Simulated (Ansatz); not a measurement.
## Stress against strain in Pd

```yaml
crystal:
  lattice:
    - [0.00000, 1.94490, 1.94490]
    - [1.94490, 0.00000, 1.94490]
    - [1.94490, 1.94490, 0.00000]
  atoms:
    - { symbol: Pd, position: [0.00000, 0.00000, 0.00000] }
```

Conventional cell: a = 3.890 Å, b = 3.890 Å, c = 3.890 Å, α = 90.00°, β = 90.00°, γ = 90.00°. Around Pd (atom 1) lie 12 Pd at 2.75 Å.

The cell is COD entry 9008478, as deposited and not checked against the literature; nothing was relaxed.

Spin polarisation is left out, and whether a magnetic state lies lower isn't shown here.

Level of theory: DFT, PBEsol, all-electron LAPW, scalar-relativistic (Ansatz 0.2.0).

Sampling and basis: a Γ-centred 18×18×18 k mesh, Fermi–Dirac smearing of 0.05 eV, basis error target 0.25 meV/atom, no spin polarisation.

The strain is applied along the Cartesian axes of the cell as listed (the other components stay zero). Fractional coordinates are held (clamped ions).

σ is the change of stress from the unstrained cell, which is at -2.26 GPa; tension is positive, so slopes are stress–strain coefficients at that pressure. In a metal the k mesh adds noise.

Only quantities that a quadratic follows smoothly over the whole series are listed; rougher ones are left out.

```tsv
εzz	σzz (GPa)	σxx (GPa)
-0.0200	-4.97	-3.72
-0.0100	-2.41	-1.79
0.0000	0.00	0.00
0.0200	4.40	3.18
```

(1) Fit the series and read off the stiffness at zero strain.

(2) One run, at εzz = 0.0100, is withheld. Predict its row.

Results:

(1) Least-squares fits y = p0 + p1 x + p2 x² to the rows give σzz (GPa): p1 = 234, p2 = -720; σxx (GPa): p1 = 172, p2 = -680. So C11 = 234 GPa and C12 = 172 GPa, which gives B = (C11 + 2 C12)/3 = 193 GPa.

(2) The fits give 2.27, 1.66; the run gave 2.27, 1.65.
